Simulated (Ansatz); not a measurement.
Starting cell, BaTiO3 (cubic perovskite):

```xyz
5
Lattice="3.9940 0.0000 0.0000 0.0000 3.9940 0.0000 0.0000 0.0000 3.9940" Properties=species:S:1:pos:R:3 pbc="T T T"
Ba     0.0000     0.0000     0.0000
Ti     1.9970     1.9970     1.9970
O      0.0000     1.9970     1.9970
O      1.9970     1.9970     0.0000
O      1.9970     0.0000     1.9970
```

In each cell atom 4 (O, nearest neighbour Ti at 1.997 Å; its periodic images, 4.0 Å or more away, move with it) moves by s·(0.000, 0.000, 1.000) (along Cartesian z), the rest being held.

Method: r2SCAN (plane waves to 500 eV, PAW, scalar-relativistic; Ansatz, a program for electronic structure). k mesh 7×7×7 (Γ-centred), Fermi-Dirac smearing 0.05 eV. E stands for the smeared free energy. BaTiO3 is run without spin polarisation. BaTiO3 was relaxed with its symmetry unable to fall. This is a high-temperature form of BaTiO3. The zero of ΔE is the undisplaced structure.

The scan covers s from -0.200 to 0.200 Å in 11 points.

Q: Is the energy the same for equal positive and negative displacements?

A: Even: the same for both signs. With its periodic images moving along, the atom's site symmetry in this cell is 4/mmm.

Q: What force acts on the atom along the line at s = -0.200 Å?

A: 1.70 eV/Å.

Q: What is the energy change at s = 0.200 Å?

A: 134.8 meV/cell.

Q: What is the force constant k = d²E/ds² of this move at s = 0?

A: 4.96 eV/Å².

(For displaced atoms, the force is minus the slope of the energy, and its curvature is a force constant, which sets phonon frequencies.)
